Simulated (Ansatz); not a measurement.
# What a trial cell of TiTeAs₃ relaxes into

Theory: DFT PBE, scalar-relativistic, plane waves, PAW (Ansatz). Cutoff 420 eV, Gaussian smearing, Γ-centred meshes. Cell and atoms relax first on a coarse mesh and then on a finer one. In between, the cell is made exact in the group found at 0.06 Å. In metals the finer mesh still leaves noise of several meV/atom or more. The steps can't lower the symmetry of their start. No spin polarisation in the relaxation; trial moments died out in a coarse test.

Recipe of this trial structure of TiTeAs₃: random cell by space group and Wyckoff sites (R-3m, No. 166). Its size is a rough estimate.

```
CELL_PARAMETERS angstrom
2.72184 1.57146 5.04739
-2.72184 1.57146 5.04739
0.00000 -3.14291 5.04739
ATOMIC_POSITIONS crystal
Ti 0.50000 0.50000 0.50000
Te 0.00000 0.00000 0.00000
As 0.50000 0.50000 0.00000
As 0.00000 0.50000 0.50000
As 0.50000 0.00000 0.50000
```

Formation energies are uncorrected and refer to the elements' standard structures at the same level.

Q: What does it relax into?

A: The symmetry stays R-3m (No. 166). The volume per atom shrinks by 7.6 %, from 25.9 to 23.9 Å³. The shortest distance goes from 2.72 Å (Te–As and As–As) to 2.56 Å (Ti–As). The ratio c/a of the conventional cell changes by a factor of 0.66. The energy falls by about 0.68 eV/atom (the start's value is from the coarse mesh). Conventional cell: a = 6.088 Å, c = 11.182 Å. Ti is surrounded by 6 As at 2.56 Å; Te has 6 As at 3.04 Å; around As lie 2 Ti at 2.56 Å, 4 As at 3.04 Å and 2 Te at 3.04 Å.

```
Ti Te As
1.0
     3.04388    1.75739    3.72731
    -3.04388    1.75739    3.72731
     0.00000   -3.51477    3.72731
Ti Te As
1 1 3
Cartesian
  0.0000 0.0000 5.5910
  0.0000 0.0000 0.0000
  0.0000 1.7574 3.7273
  -1.5219 -0.8787 3.7273
  1.5219 -0.8787 3.7273
```

Q: How does it come out in energy, and is it a metal?

A:

- Formation energy: +0.07 eV/atom
- Gap on the 12×12×12 mesh of the 5-atom cell: 0 eV (a metal)

A positive value: parting into the elements would lower its energy.

The last run used Gaussian smearing of 0.10 eV. Spin–orbit coupling, which can matter for Te, is left out. The reference forms of As and Te are held partly by dispersion forces, which this level lacks. Symmetry constrained the relaxation, so the result can be a saddle point. Another cell of TiTeAs3 relaxed alike, in Pmmm, lies 106 meV/atom lower, so this cell isn't the stable form at this level.
